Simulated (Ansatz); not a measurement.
SbSI:
```
SbSI
1.0
    8.29250     0.00000     0.00000
    0.00000     4.01389     0.00000
    0.00000     0.00000     9.93680
Sb S I
4 4 4
Direct
  0.62752   0.75000   0.37563
  0.37248   0.25000   0.62437
  0.87248   0.25000   0.87563
  0.12752   0.75000   0.12437
  0.84099   0.75000   0.04877
  0.15901   0.25000   0.95123
  0.65901   0.25000   0.54877
  0.34099   0.75000   0.45123
  0.01113   0.75000   0.66918
  0.98887   0.25000   0.33082
  0.48887   0.25000   0.16918
  0.51113   0.75000   0.83082
```

Relaxed with LDA.

Problem. Tabulate the valence density and the electron localisation function along the shortest Sb–I contact (3.09 Å), the program Ansatz at the LDA level (PAW).

Solution. 

```
distance from Sb (Å)  density (e/Å³)   ELF
--------------------  --------------  ----
0.31                           13.04  0.00
0.46                            6.65  0.04
0.62                            2.89  0.18
0.77                            1.28  0.33
0.93                            0.68  0.38
1.08                            0.42  0.37
1.24                            0.30  0.37
1.39                            0.25  0.39
1.55                            0.26  0.46
1.70                            0.30  0.60
1.85                            0.41  0.68
2.01                            0.58  0.66
2.16                            0.84  0.62
2.32                            1.30  0.57
2.47                            3.43  0.46
2.63                            8.32  0.28
2.78                           13.89  0.18
```

The density is the valence pseudo-density with augmentation charge, so density and ELF within about 1 Å of a nucleus are not all-electron values.

Space group Pnma. The workflow started from a Materials Project entry (that database holds measured and hypothetical structures alike); the Crystallography Open Database files this formula in space group No. 62, but the cells were not matched. Its standing as an ambient phase is unchecked. The LDA relaxation kept the symmetry of its start; whether a distortion lowers the energy is not shown. A crystal of weakly bound chains computed without a dispersion correction: the cell and the soft elastic constants depend strongly on that. Spin–orbit coupling is left out wherever it is not named.

Potentials: the later of the program's two PAW sets.
